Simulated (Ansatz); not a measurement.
A generator proposed this cell of Hf2SnS2.

```
CELL_PARAMETERS angstrom
4.32586 0.00000 0.00000
-2.16293 3.74631 0.00000
0.00000 0.00000 7.07743
ATOMIC_POSITIONS crystal
Hf 0.33333 0.66667 0.63310
Hf 0.66667 0.33333 0.36690
Sn 0.00000 0.00000 0.00000
S 0.33333 0.66667 0.23820
S 0.66667 0.33333 0.76180
```

Level of theory: DFT PBE, scalar-relativistic, plane waves, PAW in Ansatz. Cutoff 420 eV; k points 6×6×4 on the computed 5-atom cell (Γ-centred); Gaussian smearing, width 0.10 eV; no spin polarisation.

Formation energies are uncorrected and refer to the elements' standard structures at the same level. The references include grey tin.

**Question.** How far from equilibrium is it?

**Answer.** The pressure is -5.2 GPa (the mean over three directions, positive in compression), the largest force is 2.52 eV/Å, and the energy is −0.36 eV/atom against the elements. The shortest distance is 2.66 Å.

**Question.** How much does it gain on relaxing, and where does it end?

**Answer.** Relaxing gains about 0.47 eV/atom (the start's value is from the coarse mesh, so the gain is rough) in 17 ionic steps and ends at −0.83 eV/atom on the finer mesh. The symmetry stays P-3m1 (No. 164). The volume per atom shrinks by 4.4 %, from 22.9 to 21.9 Å³. The shortest distance goes from 2.66 Å (Hf–S) to 2.56 Å (Hf–S). The ratio c/a of the conventional cell changes by a factor of 1.10. Conventional cell: a = 4.127 Å, c = 7.430 Å. Hf has 3 S at 2.56 Å, 1 S at 2.76 Å and 3 Sn at 3.03 Å; Sn is surrounded by 6 Hf at 3.03 Å; S has 3 Hf at 2.56 Å, 1 Hf at 2.76 Å and 3 S at 2.99 Å.

The last run used a 12×12×6 mesh (in the run's order of axes) for its 5-atom cell and Gaussian smearing of 0.10 eV. These runs have no spin–orbit coupling, which can matter for Hf. The reference form of S is held partly by dispersion forces, which this level lacks. The relaxation can't lower the symmetry of the start. Symmetry constrained the relaxation, so the result can be a saddle point.
